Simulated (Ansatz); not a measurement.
# C: energy along a strain

C, Fd-3m, a = 3.560 Å. Ansatz: r2SCAN, PAW, 500 eV, Γ-centred 12×12×12 mesh on 2 atoms, Gaussian smearing 0.05 eV; no spin polarisation. Cell vectors (Å): 0.000 1.780 1.780; 1.780 0.000 1.780; 1.780 1.780 0.000. The cell is strained by x per cent times the pattern (0 0 0 1 0 0) in the order xx yy zz yz xz xy (engineering shears), with fractional coordinates held. y is the free energy over the start, V0 = 5.641 Å³/atom. Symmetry makes y even in x.

```
x (%) y (meV/atom)
-2.00          4.14
-1.00          1.04
 0.00          0.00
 0.25          0.06
 0.50          0.26
 0.75          0.58
 1.25          1.62
 1.50             ?
 1.75          3.17
```

Problem. Fit y = c2 x² + c4 x⁴ to the other rows, get the stiffness along the pattern, and predict the missing energy.

Solution. Least squares on the rows shown. y = 1.038 x² − 0.0006855 x⁴. The clamped-ion stiffness p·C·p = 2 × 10.38 eV × 160.2 / 5.641 Å³ = 590 GPa, which is C44 in these axes. At x = 1.50 the fit asked for gives 2.33 meV/atom. The run gave 2.33 meV/atom, the same to the digits shown.

Cost: 9 runs of about 0.31 core-minutes in all, on Intel Xeon 6975P-C (Granite Rapids) (shared hosts).